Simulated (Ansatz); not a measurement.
LuAs built on the zincblende prototype, relaxed with r2SCAN in the plane-wave code Ansatz: space group F-43m (No. 216), cubic; a = 6.311 Å in the conventional setting, 31.42 Å³ an atom. Around Lu lie 4 As at 2.73 Å; around As lie 4 Lu at 2.73 Å. The cell was then strained (x, y and z are the cube axes), with the atoms relaxed again; stress is positive in compression. The calculation is spin-unpolarised, and the structure need not be a phase that has been made.

- Uniaxial -1.0 % along z, other directions held: r2SCAN's stress changes by +0.64 GPa along the strain and +0.55 GPa across it.
- Isotropic -1.0 % on every length: the pressure changes by +1.81 GPa, and the HSE06 gap (X) goes from 2.373 to 2.331 eV.

Task: Estimate C₁₁, C₁₂ and the bulk modulus from the uniaxial step.

Result: With compression positive, C₁₁ ≈ −Δσ∥/ε = (-0.64)/(-0.0100) = 64 GPa and C₁₂ ≈ (-0.55)/(-0.0100) = 55 GPa; B = (C₁₁ + 2C₁₂)/3 = 58 GPa. A one-sided step carries third-order terms: it reads high by some per cent.

Task: What bulk modulus does the isotropic step give?

Result: Δ ln V = 3 ln(0.9900) = -0.0302, so B ≈ −ΔP/Δ ln V = 60 GPa, against 58 GPa from C₁₁ and C₁₂; one-sided steps of finite size carry third-order terms.

Task: Give the volume deformation potential of that gap and its pressure coefficient.

Result: a_V = ΔE_g/Δ ln V = (-0.042)/(-0.0302) = +1.39 eV; dE_g/dP = −a_V/B = -23 meV/GPa, with HSE06's gap and r2SCAN's modulus.

The runs are scalar-relativistic, without spin-orbit coupling.

Where an edge lies off the special points, it is a point of the mesh or the k point where a search put PBE's edge or least direct gap, reused for the other functionals, whose own edges may lie a little apart.

The meshes of the hybrids are coarse, so their gaps aren't converged to the digits shown.
